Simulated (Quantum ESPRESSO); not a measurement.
Ga2AlInP4, a curve over one atom's position

A calculation, not a measurement. The program is pw.x of Quantum ESPRESSO 7.5 (plane-wave density functional theory). The cell is made up: 8 atoms on a zincblende/diamond lattice, with randomly drawn elements, strain and displacements, not relaxed. PseudoDojo standard norm-conserving files (v0.5 for PBE, v0.4.1 for LDA and PBEsol) set the functional; there is no spin polarisation, spin-orbit coupling or dispersion term, and the masses in the input are unused placeholders.

Seven runs move atom 4 (In, counted in the order of the input) along x and keep all else fixed.

Input of the run at -0.0317:

```
&control calculation='scf', pseudo_dir='./dojo.nc.sr.pbe.v0_5.standard.upf', outdir='./o', disk_io='low', tprnfor=.true., tstress=.true. /
&system ibrav=0, nat=8, ntyp=4, nbnd=37, ecutwfc=79.96652505, nosym=.true., tot_charge=0,
 occupations='smearing', smearing='fd', degauss=0.0018374661
/
&electrons conv_thr=7.350e-09, electron_maxstep=60, /
ATOMIC_SPECIES
Al 1.0 Al.upf
Ga 1.0 Ga.upf
In 1.0 In.upf
P 1.0 P.upf
CELL_PARAMETERS angstrom
5.53 0.0 0.0
0.0 5.53 0.0
0.0 0.0 5.53
ATOMIC_POSITIONS angstrom
Ga 0.0401 -0.0009 0.0841
Al -0.0326 2.7524 2.8588
Ga 2.692 -0.0158 2.8094
In 2.6306 2.7477 0.0592
P 1.327 1.3866 1.3854
P 1.4025 4.041 4.1412
P 4.094 1.4527 4.1097
P 4.1553 4.1967 1.4755
K_POINTS automatic
4 4 4 1 1 1
```

| shift of atom 4 along x (Å) | free energy less that of the input shown (eV) | Fx on atom 4 (eV/Å) | Fy on atom 4 (eV/Å) | Fz on atom 4 (eV/Å) | pressure (GPa) | iterations |
| --- | --- | --- | --- | --- | --- | --- |
| -0.0787 | 0.1348 | 3.195 | 0.324 | 0.502 | 5.95 | 10 |
| -0.0538 | 0.0595 | 2.849 | 0.331 | 0.521 | 5.82 | 10 |
| -0.0444 | 0.0334 | 2.717 | 0.334 | 0.528 | 5.77 | 10 |
| -0.0317 | 0.0000 | 2.539 | 0.338 | 0.538 | 5.71 | 10 |
| +0.0492 | -0.1588 | 1.386 | 0.376 | 0.610 | 5.42 | 10 |
| +0.0714 | -0.1861 | 1.067 | 0.390 | 0.632 | 5.36 | 10 |
| +0.0823 | -0.1968 | 0.911 | 0.397 | 0.643 | 5.34 | 10 |

A cubic fit gives dFx/dx = -14.24 eV/Å² at zero shift. Across the table the free energy follows the integral of the force to within 0.1 meV. A rerun of one of the cells at 1377 eV and a 6 x 6 x 6 mesh moved values by no more than 0.008 eV in energy, 0.02 GPa in stress and 0.002 eV/Å in force.